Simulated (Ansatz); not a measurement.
Computed with DFT PBE, scalar-relativistic, plane waves, PAW (Ansatz 0.2.0). All cells share a 420 eV cutoff and Γ-centred k meshes spaced at most about 0.3 Å⁻¹ (about 0.25 or finer for metals, 2π included). No spin polarisation in the final relaxations.

Each of these unrelaxed guesses is relaxed in cell and atoms within its symmetry. A guess keeps its type if space group and coordination stay and the shape of the cell changes little (axis ratios within about 15 %, angles within 6°); the volume may change.

1. BiTe3

```
CELL_PARAMETERS angstrom
4.74113 0.00000 0.00000
0.00000 4.74113 0.00000
0.00000 0.00000 7.25638
ATOMIC_POSITIONS crystal
Bi 0.00000 0.00000 0.38118
Te 0.00000 0.00000 0.12428
Te 0.50000 0.50000 0.18833
Te 0.00000 0.00000 0.65869
```

2. Ga4Sb3As

```
CELL_PARAMETERS angstrom
5.73225 0.00000 0.00000
0.00000 5.73225 0.00000
0.00000 0.00000 5.73225
ATOMIC_POSITIONS crystal
Ga 0.25000 0.75000 0.25000
Ga 0.25000 0.25000 0.75000
Ga 0.75000 0.75000 0.75000
Ga 0.75000 0.25000 0.25000
Sb 0.50000 0.00000 0.00000
Sb 0.00000 0.00000 0.50000
Sb 0.00000 0.50000 0.00000
As 0.50000 0.50000 0.50000
```

Problem. Which keep their type?

Solution. Guess 2 keeps its type.

```
guess  kept  start group  end group  V start (Å³/atom)  V end  b/a and c/a, end over start  nearest neighbours start  nearest neighbours end
    1    no         P4mm       P4mm               40.8   40.5                   1.00, 1.78              Bi 2, Te 1/8            Bi 4, Te 1/4
    2   yes        P-43m      P-43m               23.5   28.4                   1.00, 1.00          As 4, Ga 4, Sb 4        As 4, Ga 4, Sb 4
```

Neighbours count within 15 % of an atom's shortest distance; end groups are read at 0.02 Å (0.05 Å in metals).

No dispersion correction is applied, so the spacing and binding between layers, chains or molecules are poorly described (BiTe3 P4mm). Spin–orbit coupling, which can matter for Bi, Sb and Te, is left out. In BiTe3 P4mm an odd number of electrons in the primitive cell allows no gap without spin; a larger cell or a magnetic state could open one. A magnetic state wasn't ruled out in cells without spin, among them BiTe3 P4mm. Cells relaxed within their symmetry can be saddle points.

In counts of neighbours, a slash parts the counts of unlike sites.
